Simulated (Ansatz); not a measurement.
Run times of several calculations on TiO₂

Cell: 24 atoms, space group Pbca, a = 5.145 Å, b = 9.185 Å, c = 5.447 Å, α = 90.00°, β = 90.00°, γ = 90.00°.

All runs are DFT with Ansatz 0.2.0 on 1 thread of Intel Xeon Platinum 8259CL CPU @ 2.50GHz (Skylake/Cascade Lake) (x86_64; 16 cores open to the job, memory cap 3.0 GiB, no GPU), a shared host.

Task: Rank the runs by wall time, shortest first.
A. relaxation of the ions, PBE, gradients read without the response of the cores, 420 eV, 5×3×4 k-points, smearing 0.02 eV
B. single point at relaxed positions, r2SCAN, gradients read without the response of the cores, 500 eV, 5×3×4 k-points, smearing 0.02 eV
C. single point, PBE, gradients read without the response of the cores, 420 eV, 5×3×4 k-points, smearing 0.02 eV

Result: C (49 s, 0.82 GiB), B (88 s, 1.3 GiB), A (2.7 min, 0.85 GiB).
